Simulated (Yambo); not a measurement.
Yambo run on Sr2RhH5 (space group I4mm, No. 107). The wavefunctions are PBEsol (Quantum ESPRESSO, PseudoDojo norm-conserving, 88 Ry, no spin-orbit coupling) ones on a 4×4×4 mesh (21 occupied bands); a = 5.411 Å, b = 5.411 Å, c = 5.411 Å, α = 120.91°, β = 120.91°, γ = 88.43°.

Yambo input:

```
rim_cut
gw0
dyson
el_el_corr
HF_and_locXC
cohsex
em1s
RandQpts= 1000000
RandGvec= 1 Ry
EXXRLvcs= 88 Ry
VXCRLvcs= 352 Ry
Chimod= "HARTREE"
% BndsRnXs
 5 | 120 |
%
NGsBlkXs= 6 Ry
% LongDrXs
 1.0 | 1.0 | 1.0 |
%
ExtendOut
% QPkrange
 3 | 3 | 21 | 22 |
 13 | 13 | 22 | 22 |
%
```

k points by index: 3 = X, 13 = Z.

The o-*.qp file then holds:

```
#    K-point    Band    Eo [eV]    E [eV]    E-Eo [eV]    Vxc [eV]    Vnlxc [eV]    Sc|Eo [eV]    Re(Z)    Im(Z)
#
    3    21    0.000000    -1.406810    -1.406810    -15.33875    -16.13049    -0.615071    1.000000    0.000000
    3    22    0.744917    -0.375597    -1.120514    -12.32272    -9.867585    -3.575654    1.000000    0.000000
    13    22    0.584938    -0.121496    -0.706434    -12.90860    -9.779439    -3.835595    1.000000    0.000000
```
(The two width columns are left out.) Convergence of these settings isn't established.

Geometry of the Materials Project entry, not relaxed at this level.

The structure is a Materials Project entry; no match was found in the copy of COD used, and its stability was not checked.
